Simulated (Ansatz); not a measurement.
**Find the missing element**

Cell vectors (Å):

```
4.2052 0.0000 0.0000
0.0000 4.2052 0.0000
0.0000 0.0000 4.2052
```

```tsv
atom	a	b	c
Ba	0.0000	0.0000	0.0000
X	0.5000	0.5000	0.5000
O	0.0000	0.5000	0.5000
O	0.5000	0.0000	0.5000
O	0.5000	0.5000	0.0000
```

Theory: r²SCAN, PAW on Ansatz 0.2.0's default frozen-core files (fitted under PBE), scalar-relativistic. k mesh 4×4×4, strains of ±0.008, fixed occupations.

Elastic constants of a crystal by Kohn-Sham DFT: slopes of the stress over finite engineering strains of the given cell, Voigt indices, Cartesian axes as in the cell vectors.

| index | elastic (GPa) |
| --- | --- |
| 11 | 319.4 |
| 12 | 85.6 |
| 44 | 91 |

Q: All X atoms are one element. Which one was computed?

A: Zr; the crystal is BaZrO₃ (Pm-3m).

Known limits: frozen-core PAW files fitted under PBE, their cores solved anew for the functional of the run.
